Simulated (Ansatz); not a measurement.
One crystal and one scan (frozen-phonon scan) at two levels, PBE (plane waves to 420 eV, PAW, scalar-relativistic; Ansatz, a quantum-chemistry and plane-wave program) and r2SCAN (plane waves to 500 eV, PAW, scalar-relativistic; Ansatz), each from its own relaxed cell and on its own mesh. The cell shown is that of PBE.

Starting cell, LiCl (rock salt):

```
LiCl
1.0
    0.00000     5.15039     5.15039
    2.57520     0.00000     2.57520
    2.57520     2.57520     0.00000
Cl Li
2 2
Direct
  0.00000   0.00000   0.00000
  0.50000   0.00000   0.00000
  0.25000   0.50000   0.50000
  0.75000   0.50000   0.50000
```

A phonon eigenvector at L = (0.5, 0.0, 0.0) is frozen into this cell: atom i moves by Q times the vector below, so Q is the largest atomic displacement, in Å. The cell is held. It is one choice among 2 degenerate patterns. (q is in reciprocal vectors of the primitive cell; the cell shown is doubled to hold the pattern.)

```
atom       x       y       z
----  ------  ------  ------
Li3   -0.285   0.520  -0.805
Li4    0.285  -0.520   0.805
```

Atoms not listed stay in place.

LiCl was relaxed with its symmetry unable to fall. Both scans cover Q from -0.180 to 0.180 Å.

ΔE (meV/cell), each from the undisplaced structure of its own level:

```tsv
Q (Å)	PBE	r2SCAN
-0.180	29.0	35.2
-0.150	20.0	24.3
-0.120	12.7	15.5
-0.090	7.1	8.7
-0.060	3.2	withheld
-0.030	0.8	1.0
0.000	0.0	0.0
0.030	0.8	1.0
0.060	3.2	withheld
0.090	7.1	8.7
0.120	12.7	15.5
0.150	20.0	24.3
0.180	29.0	35.2
```

Problem. Estimate the r2SCAN value at -0.060 from the PBE value there and the ratio of the two levels in the two nearest given rows on that side of the minimum.

Solution. At -0.090 and -0.120 the ratio r2SCAN/PBE averages 1.223, which gives 1.223 × 3.2 = 3.9 meV/cell. The calculation gives 3.8 meV/cell, +18.7 % against PBE.

(For displaced atoms, the force is minus the slope of the energy, and its curvature is a force constant, which sets phonon frequencies.)
